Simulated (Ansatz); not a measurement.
In2Au (fluorite or antifluorite type, space group No. 225), DFT-PBE in the program Ansatz with PAW potentials, all energies at zero smearing, with the estimated change up to a 700 eV cutoff added, with one set of potentials and settings (totals compare only within such a set). Cell of 3 atoms (2 In, 1 Au): -24345.753 eV.

| element | reference phase | E (eV/atom) |
|---|---|---|
| In | I4/mmm, 1 atoms in the cell | -5597.8481 |
| Au | Fm-3m, 1 atoms in the cell | -13149.3277 |

Formation energy per atom, worked out: (-24345.753 − 2×(-5597.8481) − 1×(-13149.3277))/3 = -0.243 eV/atom (-23 kJ per mol of atoms), at 0 K, without zero-point energy or fitted corrections.

The workflow started from a Materials Project entry (that database holds measured and hypothetical structures alike); the Crystallography Open Database files this formula in space group No. 225, but the cells were not matched. Whether it is the stable phase at ambient conditions was not checked. Symmetry was held in the PBE relaxation; whether a distortion lowers the energy is not shown. The references are the lowest solids computed at this level, not always the standard phases. Spin–orbit coupling is left out wherever it is not named.

Potentials: the later of the program's two PAW sets.
